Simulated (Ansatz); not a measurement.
Put LiTa2O5 in P-62m (No. 189): Li on 1a; Ta on 2d; O on 2c and 3g. Recipe of this trial structure of LiTa2O5: 5-connected net, bridging atoms on its edges, bridges bent, guests in its cages (guest Li).

The calculation used DFT PBE, scalar-relativistic, plane waves, PAW in Ansatz. Cutoff 420 eV, Γ-centred mesh, Gaussian smearing, no spin polarisation.

Energies over the elements count from the elements' standard structures at the same level (O₂ as a molecule), with no fitted energy shifts.

Question: Which cell and coordinates does it relax to?

Answer:

Space group P-62m (No. 189). a = 5.751 Å, b = 5.751 Å, c = 3.901 Å, α = 90.00°, β = 90.00°, γ = 120.00°
```tsv
atom	site	symmetry	x	y	z
Li	1a	-62m	0.0000	0.0000	0.0000
Ta	2d	-6..	0.3333	0.6667	0.5000
O	2c	-6..	0.3333	0.6667	0.0000
O	3g	m2m	0.0000	0.3158	0.5000
```

Around Li lie 6 O at 2.67 Å and 6 O at 3.32 Å; Ta has 5 O at 1.95–1.97 Å; O on a site of symmetry -6 is surrounded by 2 Ta at 1.95 Å; around O on a site of symmetry m2m lie 2 Ta at 1.97 Å and 2 Li at 2.67 Å. Another local minimum with the same sites may exist.

Question: Where does its energy lie, and is it a metal?

Answer: The formation energy is −2.38 eV/atom and the gap on the 12×12×10 mesh of the 8-atom cell is 0 eV (a metal). It lies below the elements, which doesn't yet make it stable against other compounds or structures.

The last run used Gaussian smearing of 0.10 eV. These runs have no spin–orbit coupling, which can matter for Ta. An odd number of electrons in the primitive cell allows no gap without spin; a larger cell or a magnetic state could open one. A structure relaxed within its symmetry needn't be a true minimum.
